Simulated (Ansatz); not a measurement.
## LaSnHg: reading a single point

```
CELL_PARAMETERS angstrom
7.92667 0.00000 0.00000
0.00000 4.88693 0.00000
0.00000 0.00000 8.44068
ATOMIC_POSITIONS crystal
Hg 0.70730 0.25000 0.58970
Hg 0.79270 0.75000 0.08970
Hg 0.20730 0.25000 0.91030
Hg 0.29270 0.75000 0.41030
La 0.49480 0.25000 0.19210
La 0.00520 0.75000 0.69210
La 0.99480 0.25000 0.30790
La 0.50520 0.75000 0.80790
Sn 0.82190 0.25000 0.92120
Sn 0.67810 0.75000 0.42120
Sn 0.32190 0.25000 0.57880
Sn 0.17810 0.75000 0.07880
```

Method: PBE, with U_eff = 2.36 eV on Hg d (all-electron-ortho-atomic projectors), no spin polarisation; PAW, plane waves to 420 eV, 4×5×3 Γ-centred mesh, gaussian occupations (width 0.0214 eV) (Ansatz 0.2.0), atoms fixed.

What do density and ELF say about some of the short contacts?

Hg–Sn at 2.84 Å: least valence density 0.31 e/Å³ and ELF 0.35 there. Hg–La at 3.29 Å: least valence density 0.15 e/Å³ and ELF 0.15 there. La–Sn at 3.44 Å: least valence density 0.14 e/Å³ and ELF 0.21 there. Both are smooth PAW fields, read partly inside the augmentation spheres.

Which atom feels the largest force, and which way?

The largest is on Sn9 (and as large on other atoms): 0.62 eV/Å, components (-0.41, 0.00, -0.47). It makes 109° with the line to a nearest neighbour, Hg2 at 2.84 Å.

Is there a gap?

It is a metal, with about 11 states/eV a cell as the mean within 0.25 eV of the Fermi level, mostly La d (62 %) and Sn p (16 %).

Is the cell too large or too small?

The pressure is 2.8 GPa (compression positive), so with the atoms held at these fractions the cell would first expand. The principal stresses 0.6, 2.4, 5.2 GPa differ, so its shape would change too.

Give the Bader charges.

Bader charges in e: La +1.24, Sn -0.36, Hg -0.87. In the mean La gives up most and Hg takes most.

Origin: a known structure type with other elements, at an estimated volume, so it need not be a known compound. Caveats: a Hubbard term without moments, so a magnetic state may lie lower.
